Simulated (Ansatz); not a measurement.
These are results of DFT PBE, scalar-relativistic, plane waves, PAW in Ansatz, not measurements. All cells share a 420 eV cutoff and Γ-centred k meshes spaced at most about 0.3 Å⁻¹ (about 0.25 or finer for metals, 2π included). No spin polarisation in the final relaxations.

These are static total energies at zero pressure.

Two forms of Zr2PbO were relaxed alike.

A.

```yaml
crystal:
  lattice:
    - [3.32659, 0.00000, 0.00000]
    - [-1.66330, 2.88091, 0.00000]
    - [0.00000, 0.00000, 7.68920]
  atoms:
    - { symbol: Zr, position: [0.33333, 0.66667, 0.16884] }
    - { symbol: Zr, position: [0.66667, 0.33333, 0.83116] }
    - { symbol: Pb, position: [0.00000, 0.00000, 0.50000] }
    - { symbol: O, position: [0.00000, 0.00000, 0.00000] }
```

B.

```yaml
crystal:
  lattice:
    - [4.30280, 0.00000, 0.00000]
    - [0.00000, 4.30280, 0.00000]
    - [0.00000, 0.00000, 8.34408]
  atoms:
    - { symbol: Zr, position: [0.00000, 0.00000, 0.00000] }
    - { symbol: Zr, position: [0.50000, 0.50000, 0.00000] }
    - { symbol: Zr, position: [0.00000, 0.50000, 0.66652] }
    - { symbol: Zr, position: [0.50000, 0.00000, 0.33348] }
    - { symbol: Pb, position: [0.00000, 0.50000, 0.30861] }
    - { symbol: Pb, position: [0.50000, 0.00000, 0.69139] }
    - { symbol: O, position: [0.00000, 0.50000, 0.93698] }
    - { symbol: O, position: [0.50000, 0.00000, 0.06302] }
```

Problem. Which form is favoured at zero pressure, and by what margin per atom?

Solution. B is lower, by 106 meV/atom. A has space group P-3m1 (No. 164), 18.4 Å³/atom and no gap on its mesh; B has space group P4/nmm (No. 129), 19.3 Å³/atom and no gap. Counting Pb or Zr atoms around O (for each partner element, those within 1.25 times its shortest distance or 1.15 times the sum of covalent radii, where it is the nearest in units of that sum or under 1.3), A has O 6 and B has O 5. The lower one is the more open, so pressure narrows the difference. In A, around Zr lie 3 O at 2.32 Å, 3 Pb at 3.19 Å and 9 Zr at 3.23–3.33 Å; Pb is surrounded by 6 Zr at 3.19 Å, 6 Pb at 3.33 Å and 2 O at 3.84 Å; around O lie 6 Zr at 2.32 Å, 6 O at 3.33 Å and 2 Pb at 3.84 Å. In B, Zr on a site of symmetry -4m2 has 4 O at 2.21 Å, 4 Zr at 3.04 Å, 4 Pb at 3.36 Å and 4 Zr at 3.52 Å; around Pb lie 5 Zr at 2.99–3.05 Å, 1 O at 3.10 Å, 4 Zr at 3.36 Å and 4 O at 3.67 Å; O is surrounded by 5 Zr at 2.21–2.26 Å, 1 Pb at 3.10 Å, 4 O at 3.22 Å and 4 Pb at 3.67 Å; 1 more site not described. Both come from invented guesses.

These runs have no spin–orbit coupling, which can matter for Pb. Cells relaxed within their symmetry can be saddle points.
